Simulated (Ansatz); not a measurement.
Fe:
```
CELL_PARAMETERS angstrom
      2.43411     0.00000     0.00000
     -1.21706     2.10800     0.00000
      0.00000     0.00000     3.84366
ATOMIC_POSITIONS crystal
  Fe 0.33333 0.66667 0.25000
  Fe 0.66667 0.33333 0.75000
```

Relaxed with r²SCAN.

Map the valence electron density (e/Å³), cut off at 9 on the plane through (0.333, 0.667, 0.250) spanned by u = [1, 1, 0] and v = [1, -1, 0] in lattice vectors, from r²SCAN in the plane-wave PAW code Ansatz.

x is the fraction of u, y of v (the angle between them is 90°; rows are the nearest grid lines); atoms in the plane: Fe at (0.00, 0.00), Fe at (0.50, 0.50).
```
|@@@@=.     .=@@@@|
|@@@%-       -%@@@|
|@@%=.       .=%@@|
|=-:.         .:-=|
|                 |
|                 |
|                 |
|      ..:..      |
|     :=#%#=:     |
|    :*@@@@@*:    |
|   .-@@@@@@@-.   |
|   .-@@@@@@@-.   |
|    :*@@@@@*:    |
|     :=#%#=:     |
|      ..:..      |
|                 |
|                 |
|                 |
|=-:.         .:-=|
|@@%=.       .=%@@|
|@@@%-       -%@@@|
|@@@@=.     .=@@@@|
```
Scale: ten equal steps from 0.326 (start of ' ') to 9.00 (end of '@'), in the order ' .:-=+*#%@'; x runs from 0.000 to 1.00, y from 0.000 (bottom) to 1.00 (top).

The density is the valence pseudo-density with augmentation charge, so density and ELF within about 1 Å of a nucleus are not all-electron values.

Space group P6_3/mmc (hcp (Mg type)). This is a known high-pressure phase of the composition, computed here at zero pressure and temperature. The r²SCAN relaxation kept the symmetry of its start; of distortions, only those at the zone centre were tested. The run is not spin-polarised.

Potentials: the later of the program's two PAW sets.
